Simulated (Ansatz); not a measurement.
NbP (CsCl type, Pm-3m), the program Ansatz at the LDA level (PAW), all energies at zero smearing, with the estimated change up to a 700 eV cutoff added, with one set of potentials and settings (totals compare only within such a set). Cell of 2 atoms (1 Nb, 1 P): -5170.096 eV.

| element | reference phase | E (eV/atom) |
|---|---|---|
| Nb | Im-3m, 1 atoms in the cell | -4442.5966 |
| P | Cmce, 4 atoms in the cell | -725.9596 |

Formation energy per atom, worked out: (-5170.096 − 1×(-4442.5966) − 1×(-725.9596))/2 = -0.770 eV/atom (-74 kJ per mol of atoms), at 0 K, without zero-point energy or fitted corrections.

A made-up cell: these elements were put on the sites of a structure type; neither database checked (COD, Materials Project) lists it. COD files the formula under space group No. 141, so this cell is another polymorph or a model. Whether it is the stable phase at ambient conditions was not checked. The LDA relaxation kept the symmetry of its start; phonons on a q-mesh show no instability. No spin polarisation was allowed. The references are the lowest solids computed at this level, not always the standard phases.

Potentials: the later of the program's two PAW sets.
